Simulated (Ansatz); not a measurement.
Al$_{3}$InN$_{4}$ (P-4m2) at 2 levels of theory

One geometry, relaxed with PBE; plane waves with PAW potentials in Ansatz, scalar-relativistic. No spin polarisation. Gaps are the least over mesh and band path; pressure is positive in compression.

```cif
data_structure
_symmetry_space_group_name_H-M 'P-4m2'
_symmetry_Int_Tables_number 115
_cell_length_a 3.2208
_cell_length_b 3.2208
_cell_length_c 9.1391
_cell_angle_alpha 90.000
_cell_angle_beta 90.000
_cell_angle_gamma 90.000
_cell_volume 94.80
loop_
_atom_site_label
_atom_site_type_symbol
_atom_site_symmetry_multiplicity
_atom_site_Wyckoff_symbol
_atom_site_fract_x
_atom_site_fract_y
_atom_site_fract_z
_atom_site_occupancy
Al1 Al 2 e 0.00000 0.00000 0.73154 1
Al2 Al 1 c 0.50000 0.50000 0.50000 1
In1 In 1 b 0.50000 0.50000 0.00000 1
N1 N 2 g 0.50000 0.00000 0.84457 1
N2 N 2 g 0.50000 0.00000 0.38434 1
```

```
level  cutoff (eV)  k mesh  gap (eV)  pressure (GPa)
  PBE          420   8×8×4      1.94             0.0
```

Task: What comes out on the same cell with PBEsol?

Result:
```
 level  cutoff (eV)  k mesh  gap (eV)  pressure (GPa)
PBEsol          420   8×8×4      1.89            -3.9
```

It was reached by relaxing an invented guess, and it needn't be the stable form of this composition.
